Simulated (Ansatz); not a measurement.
## Is this SiGeO4 structure a true minimum?

The cell was found from a structure generator's guess, not taken from experiment.

The calculation used Ansatz, DFT PBE, scalar-relativistic, plane waves, PAW. Settings: cutoff 420 eV, Γ-centred mesh 6×6×4 on the computed 12-atom cell, Gaussian smearing of 0.02 eV; no spin polarisation.

The cell below (12 atoms, space group P6_3mc (No. 186)) is relaxed within its symmetry.

```yaml
crystal:
  lattice:
    - [5.46610, 0.00000, 0.00000]
    - [-2.73305, 4.73378, 0.00000]
    - [0.00000, 0.00000, 8.92243]
  atoms:
    - { symbol: Si, position: [0.33333, 0.66667, 0.93753] }
    - { symbol: Si, position: [0.66667, 0.33333, 0.43753] }
    - { symbol: Ge, position: [0.66667, 0.33333, 0.06241] }
    - { symbol: Ge, position: [0.33333, 0.66667, 0.56241] }
    - { symbol: O, position: [0.01143, 0.50571, 0.99789] }
    - { symbol: O, position: [0.49429, 0.50571, 0.99789] }
    - { symbol: O, position: [0.49429, 0.98857, 0.99789] }
    - { symbol: O, position: [0.33333, 0.66667, 0.75638] }
    - { symbol: O, position: [0.66667, 0.33333, 0.25638] }
    - { symbol: O, position: [0.50571, 0.01142, 0.49789] }
    - { symbol: O, position: [0.50571, 0.49429, 0.49789] }
    - { symbol: O, position: [0.98857, 0.49429, 0.49789] }
```

For the test it was strained at random (σ = 1.5 % a component), the atoms were moved at random (σ = 0.05 Å), and all was relaxed again on a coarse 3×3×2 mesh (in the run’s order of axes) with 0.10 eV smearing, with no symmetry imposed.

Problem. Does it come back?

Solution. It doesn't return. The energy falls by 61 meV/atom on that mesh, the volume changes by -16.2 %, and the end has space group P1 (No. 1) at a loose tolerance. Relaxed again on a 6×6×4 mesh with 0.02 eV smearing, the new structure lies 61 meV/atom below the first (mesh in the axes of the run's cell; the cell below is made exact in the group named). Space group P1 (No. 1), triclinic, a = 5.096 Å, b = 5.105 Å, c = 8.502 Å, α = 91.5°, β = 91.2°, γ = 119.0°. Si on its first site is surrounded by 4 O at 1.63–1.64 Å; Si on its second site has 4 O at 1.63–1.64 Å; Ge on its first site has 4 O at 1.75–1.76 Å; O on its first site has 1 Si at 1.64 Å and 1 Ge at 1.76 Å; 8 more sites not described.

```xyz
12
Lattice="5.0959 0.0000 0.0000 -2.4748 4.4652 0.0000 -0.1801 -0.3538 8.4927" Properties=species:S:1:pos:R:3 pbc="T T T"
Si    2.6742    1.6164    0.5395
Si   -0.1556    2.6396    4.7778
Ge   -0.0224    2.7857    7.9651
Ge    2.3940    1.1717    3.7062
O     1.2591    1.5850    8.0038
O    -1.2231    2.7235    0.4722
O     3.3068    0.1694    0.1099
O     2.0626    1.6421    2.0512
O    -0.5727    3.0019    6.3140
O    -0.4765    3.9332    3.8322
O     4.0716    1.3790    4.1903
O     1.4179    2.1974    4.7474
```
